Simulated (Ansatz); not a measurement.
## Run record: elastic constants by finite strains of LaHg (Pm-3m)

Level of theory: r²SCAN, PAW on Ansatz 0.2.0's default frozen-core files (fitted under PBE), scalar-relativistic.

Cell and atoms were relaxed beforehand by PAW with this functional.

Command:

```sh
ansatz run input.yaml --threads 1 --pin off --max-ram 2560MiB --backend cpu --events-out ev --progress --plain --runs-dir out
```

input.yaml:

```yaml
crystal:
  lattice:
    - [3.90065245762, 0.0, 0.0]
    - [0.0, 3.90065245762, 0.0]
    - [0.0, 0.0, 3.90065245762]
  atoms:
    - { symbol: La, position: [0.5, 0.5, 0.5] }
    - { symbol: Hg, position: [0.0, 0.0, 0.0] }
kpoints:
  mp_grid: { grid: [12, 12, 12] }
scf:
  occupations: { method: fermi_dirac, width: 0.1 }
hamiltonian:
  xc: r2scan
  pseudopotentials: { kind: paw }
elastic:
  mode: relaxed_ion
  stencil: two_point
  amplitude: 0.005
```

Output (shortened where marked):

```
Warning: RAYON_NUM_THREADS=1 ignored (pool sized by the plan → 1); use --threads N
Engine: ansatz 0.2.0, x86_64-unknown-linux-gnu
Pseudopotentials: kind: paw
Pseudopotential: La, paw, valence charge 11, recommended cutoff 500 eV (meta_gga), La.paw.azcp
Pseudopotential: Hg, paw, valence charge 20, recommended cutoff 500 eV (meta_gga), Hg.paw.azcp
Functional definition: r2SCAN
  parameter k0 = 0.174
  parameter k1 = 0.065
  parameter a1 = 4.9479
  exchange = r2scan_x(k0 = k0, k1 = k1, a1 = a1)
  correlation = r2scan_c
Crystal: 2 atoms, lattice volume = 59.349 Å³
Basis set: ecut = 500 eV, 1503 PW (Γ), exchange–correlation on 120×120×120 points (64 copies of the dense FFT grid, shifted against one another)
Bands: 20, of which v1, the nominal top of the filled ones, is band 16 counted from 1 (15 counted from 0)
Symmetry: 48 space group operations
Space group: Pm-3m (ITA 221), of the structure as read, at distance tolerance 3.9e-5 Å
k-points: 84 of 1728
Non-local potential: La, projectors of the file, l = 0: 3, l = 1: 2, l = 2: 2, l = 3: 3
Non-local potential: Hg, projectors of the file, l = 0: 3, l = 1: 2, l = 2: 2, l = 3: 1
PAW form: soft (Blöchl's): semilocal exchange-correlation on the pseudo side does not see the compensation charge
PAW frozen core: La, regenerated for the run's functional (the file was generated under x = pbe(κ = 0.804, μ = 0.2195149727645171), c = pbe(β = 0.06672455060314922))
PAW frozen core: Hg, regenerated for the run's functional (the file was generated under x = pbe(κ = 0.804, μ = 0.2195149727645171), c = pbe(β = 0.06672455060314922))
PAW one-centre angular grid: La, 974 points (default); XC on 160 Gauss nodes
PAW one-centre angular grid: Hg, 590 points (default); XC on 160 Gauss nodes
Initial density: superposition of atomic densities (neutral atoms: chi_scale 0, normalization atom), corrected by the library's trained network
Initial wavefunctions: pseudopotential atomic-orbital guess
[... 98 lines left out ...]
  E_aug_tail   = 0.000376  (compensation charges beyond the density's cutoff)
  E_vtau       = 28.716263  (kinetic-family band-sum trace: ∫τ·v_τ [+ j·A + Jᵃ·Aᵃ] dr)
  E_ewald      = -3379.813768
  E_core_change = -0.080415  (= ΣΔE_core)
  E_smearing   = -0.080379  (= −TS)
  E_closure    = 0.000000  (closes the sum)
  Σ components = -20093.687933   (vs F -20093.687933, Δ=0.00e0)
--- Forces (eV/Å), atoms counted from 1 ---
  atom   1  La     0.00000000    -0.00000000     0.00000000
  atom   2  Hg     0.00000000    -0.00000000     0.00000000
  max |Σ_I F_I| component: 2.17e-29 eV/Å
--- Stress (GPa, compression-positive) ---
       -0.024021      -0.000000       0.000000
        0.000000      -0.024021       0.000000
        0.000000       0.000000      -0.024021
  P = ⅓ Tr σ = -0.0240 GPa (-0.240 kbar)
--- Elastic constants: 2 strain directions × 2 members + reference (group order 48) ---
  dense FFT box of the reference and of every strained cell: 30×30×30
  strains applied: 11, 23; error gains: componentwise 1.00 (the most a stress slope's error grows in a printed constant), spectral 1.73 (1 for all six strains in a standard setting)
  C = ∂σ_k/∂η_j (tension-positive GPa; Voigt order 11 22 33 23 13 12):
        69.408     47.467     47.467     -0.000     -0.000     -0.000
        47.467     69.408     47.467     -0.000     -0.000     -0.000
        47.467     47.467     69.408     -0.000     -0.000     -0.000
        -0.000      0.000     -0.000     22.931      0.000     -0.000
         0.000      0.000     -0.000     -0.000     22.931      0.000
         0.000      0.000      0.000      0.000      0.000     22.931
  reference stress σ⁰ (GPa):      0.024      0.024      0.024     -0.000     -0.000     -0.000
  C* (energy form; C + prestress term) asymmetry max|C*_kj − C*_jk| = 7.105e-15 GPa — a small one proves nothing (zero by symmetry where the batch's group is 432, −43m or m−3m); a large one is finite-difference/SCF noise where ...
  moduli (Voigt/Reuss/Hill, GPa): K = 54.78/54.78/54.78   G = 18.15/15.97/17.06   E = 46.36   ν = 0.359
  mechanically stable: yes (min eigenvalue of sym C = 21.94 GPa)
  strain η (Voigt 11):  stress-route row diagonal C_11 = 69.41 GPa, energy-path curvature d²(F+E_count+ΔE)/dδ²/Ω₀ = 69.41 GPa
         δ    σ_11 (GPa)             F (eV)   n_scf  n_hpsi   n_pw
    -5.000e-3      -0.3258      -20093.6876551      11   98188   1515   relax 0 steps, max|allowed force component| 9.86e-32 eV/Å
     5.000e-3       0.3683      -20093.6875704       9   89403   1532   relax 0 steps, max|allowed force component| 2.96e-31 eV/Å
  strain η (Voigt 23):  stress-route row diagonal C_44 = 22.93 GPa, energy-path curvature d²(F+E_count+ΔE)/dδ²/Ω₀ = 22.92 GPa
         δ    σ_23 (GPa)             F (eV)   n_scf  n_hpsi   n_pw
    -5.000e-3      -0.1147      -20093.6878305      10  150291   1520   relax 0 steps, max|allowed force component| 2.37e-30 eV/Å
     5.000e-3       0.1147      -20093.6878305       8  126921   1520   relax 0 steps, max|allowed force component| 1.81e-29 eV/Å
```

Self-consistency was reached.

### Elastic constants

Elastic constants of a crystal by Kohn-Sham DFT: slopes of the stress over finite engineering strains of the given cell, Voigt indices, Cartesian axes as in the input.

```
Pressure at rest         : -0.024 GPa
Least elastic eigenvalue : 21.94 GPa
Elastically stable       : yes
```

| index | elastic (GPa) |
| --- | --- |
| 11 | 69.41 |
| 12 | 47.47 |
| 44 | 22.93 |

**Strained cells**

Stress of each strained cell less that at rest, tension positive.

| strain component | strain | stress xx (GPa) | stress yy (GPa) | stress zz (GPa) | stress yz (GPa) | stress xz (GPa) | stress xy (GPa) | relaxation steps |
| --- | --- | --- | --- | --- | --- | --- | --- | --- |
| xx | -0.005 | -0.3498 | -0.2407 | -0.2407 | 0 | 0 | 0 | 0 |
| xx | 0.005 | 0.3443 | 0.234 | 0.234 | 0 | 0 | 0 | 0 |
| yz | -0.005 | -0.0003 | -0.0016 | -0.0016 | -0.1146 | 0 | 0 | 0 |
| yz | 0.005 | -0.0003 | -0.0016 | -0.0016 | 0.1146 | 0 | 0 | 0 |

**Elastic moduli**

Hill averages of a grain aggregate, Debye temperature from the mean sound speed over directions.

| Quantity | Value |
| --- | --- |
| Bulk modulus | 54.78 GPa |
| Shear modulus | 17.06 GPa |
| Young modulus | 46.36 GPa |
| Poisson ratio | 0.359 |
| Bulk over shear modulus | 3.212 |
| Elastic anisotropy index | 0.6823 |
| Least young modulus | 30.85 GPa |
| Largest young modulus | 60.37 GPa |
| Longitudinal sound speed | 2857 m/s |
| Transverse sound speed | 1340 m/s |
| Elastic debye temperature | 144 K |
| Linear compressibility (x, y, z) | 6.085, 6.085, 6.085 1/TPa |
| Zener ratio | 2.09 |
| Cauchy pressure | 24.54 GPa |

Keep in mind: frozen-core PAW files fitted under PBE, their cores solved anew for the functional of the run; responses of metals move with mesh and smearing; no spin-orbit coupling on heavy atoms.

Time and hardware: 120 s on 1 thread of Intel(R) Xeon(R) Platinum 8488C (Sapphire Rapids) (shared host), peak memory 0.81 GiB.
